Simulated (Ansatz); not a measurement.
BaTe (rock salt, space group No. 225), LDA (plane waves, PAW; program Ansatz). The conduction-band minimum lies at X, with 3 equivalent valleys. Second derivatives d²E/dk² of the lowest band at one valley (eV·Å²), along Cartesian directions:

| direction | d²E/dk² |
|---|---|
| [100] | 5.859 |
| [010] | 30.66 |
| [001] | 30.66 |
| [110] | 18.26 |
| [101] | 18.26 |
| [011] | 30.64 |

Q: Find the principal effective masses, the density-of-states mass and the conductivity mass.

A: Off-diagonal terms follow from H_xy = H[110] − (H_xx + H_yy)/2, and m*/mₑ = 7.620 eV·Å² over each eigenvalue: 0.25, 0.25, 1.3. One valley's DOS mass (m₁m₂m₃)^(1/3) = 0.43, conductivity mass 3/(Σ 1/mᵢ) = 0.34 mₑ.

Q: What effective density of states Nc follows at 300 K for parabolic valleys?

A: Nc = 2.509e19 × 3 × (0.43)^(3/2) ≈ 2.1e19 cm⁻³.

Space group Fm-3m (rock salt). The cell was relaxed with LDA under the symmetry of its start; of distortions, only those at the zone centre were tested. Spin–orbit coupling is left out wherever it is not named.

Potentials: the later of the program's two PAW sets.

Edges and masses are those of Kohn–Sham bands, whose gap is no quasiparticle gap.
